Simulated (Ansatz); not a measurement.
Relaxed SnO₂ (rutile):

```
SnO2
1.0
    4.82756     0.00000     0.00000
    0.00000     4.82756     0.00000
    0.00000     0.00000     3.23791
Sn O
2 4
Direct
  0.00000   0.00000   0.00000
  0.50000   0.50000   0.50000
  0.30660   0.30660   0.00000
  0.80660   0.19340   0.50000
  0.19340   0.80660   0.50000
  0.69340   0.69340   0.00000
```

Scan: atom 5 (O, nearest neighbour Sn at 2.089 Å; its periodic images, 3.2 Å or more away, move with it) is displaced along Cartesian x, direction (1.000, 0.000, 0.000) in Cartesian axes, by s. The other atoms stay.

Method: PBE (plane waves to 420 eV, PAW, scalar-relativistic; Ansatz, a program for electronic structure). k mesh 6×6×8 (Γ-centred), Fermi-Dirac smearing 0.05 eV. Energies are smeared free energies. SnO2 was relaxed with its symmetry unable to fall. The PAW data are Ansatz's earlier set. ΔE is measured from the undisplaced structure.

| s (Å) | ΔE (meV/cell) |
|---|---|
| -0.420 | 922 |
| -0.336 | 607 |
| -0.252 | 351 |
| -0.168 | 160 |
| -0.084 | 41 |
| 0.000 | 0 |
| 0.084 | 43 |
| 0.168 | 174 |
| 0.252 | 398 |
| 0.336 | 722 |
| 0.420 | 1150 |

Question: What force constant k = d²E/ds² at s = 0 does the table give?

Answer: 12 eV/Å². It is the second difference of the nearest points, corrected with the next pair.

Question: With k = 11.82 eV/Å² from the forces, is the well harmonic out to s = 0.420 Å?

Answer: ½ks² = 1043 meV/cell against the computed 1150 meV/cell, so the well is stiffer than harmonic there.

(A displaced cell: forces are minus the slopes of the energy, force constants its curvatures, and phonons follow from these.)
